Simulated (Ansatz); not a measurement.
**Sn: from a starting cell to a relaxed one**

The start is a generated cell, Sn placed in the beta-Sn structure type. The structure is fully relaxed (lattice and positions, P = 0) with PBEsol (plane waves to 420 eV, PAW, scalar-relativistic; Ansatz, a quantum-chemistry and plane-wave program). The first steps use a coarse 12×12×12 k-mesh.

Starting cell:
```yaml
crystal:
  lattice:
    - [-2.91590, 2.91590, 1.59095]
    - [2.91590, -2.91590, 1.59095]
    - [2.91590, 2.91590, -1.59095]
  atoms:
    - { symbol: Sn, position: [0.75000, 0.25000, 0.50000] }
    - { symbol: Sn, position: [0.00000, 0.00000, 0.00000] }
```

By how much does the energy per atom fall from start to end?

Under 0.01 eV/atom.

How does the volume change?

-0.7 %, from 27.05 to 26.86 Å³/atom.

How do the shortest distances between atoms change?

The closest pairs of elements (up to four, under 3.6 Å), start → end: Sn–Sn 3.02 → 3.02 Å.

What does it relax into? Give the structure.


Space group I4₁/amd, origin choice 1 (No. 141); a = 5.833 Å, b = 5.833 Å, c = 3.158 Å, α = 90.00°, β = 90.00°, γ = 90.00°

```
atom  site  symmetry       x       y       z
----  ----  --------  ------  ------  ------
Sn      4a      -4m2  0.0000  0.0000  0.0000
```
(The calculation used a cell of 2 atoms; values per cell refer to that cell.)

The space group stays I4₁/amd (No. 141) (the run could not lower it); the end is AFLOW prototype A_tI4_141_a (A5, as in Sn), with 2 atoms in the primitive cell. Final values are on a 17×17×17 k-mesh of the relaxed cell. No spin polarisation in the result.

The run could not lose the symmetry of its start.

All atoms sit on sites fixed by symmetry, so only the cell could relax.
